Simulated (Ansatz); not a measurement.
Zr (hcp, Mg type)

```
Zr
1.0
    3.23126     0.00000     0.00000
   -1.61563     2.79835     0.00000
    0.00000     0.00000     5.17316
Zr
2
Cartesian
  0.00000   1.86557   3.87987
  1.61563   0.93278   1.29329
```

Grid over V/V₀ and (c/a)/(c/a)₀, subscript 0 meaning the relaxed cell; the conventional c axis lies along z; no internal relaxation.

Method: PBE (plane waves to 420 eV, PAW, scalar-relativistic; Ansatz, a first-principles code). k mesh 17×17×9 (Γ-centred), Fermi-Dirac smearing 0.05 eV. Compression counts positive. With partly filled bands, the response to shear is sensitive to the k mesh, so small differences along c/a are uncertain. Zr is run without spin polarisation. Zr was relaxed with its symmetry unable to fall.

At one point of the scan the stress tensor (GPa) is:

```
   -3.4      0.0      0.0
    0.0     -3.4      0.0
    0.0      0.0     -6.8
```

Problem. Which point is it?
A. V/V₀ = 1.027, (c/a)/(c/a)₀ = 0.987
B. V/V₀ = 1.000, (c/a)/(c/a)₀ = 1.013
C. V/V₀ = 1.053, (c/a)/(c/a)₀ = 1.000
D. V/V₀ = 1.053, (c/a)/(c/a)₀ = 1.040

Solution. D, V/V₀ = 1.053, (c/a)/(c/a)₀ = 1.040

(Under strain, the slope of the energy per volume gives the stress and its curvature an elastic modulus.)
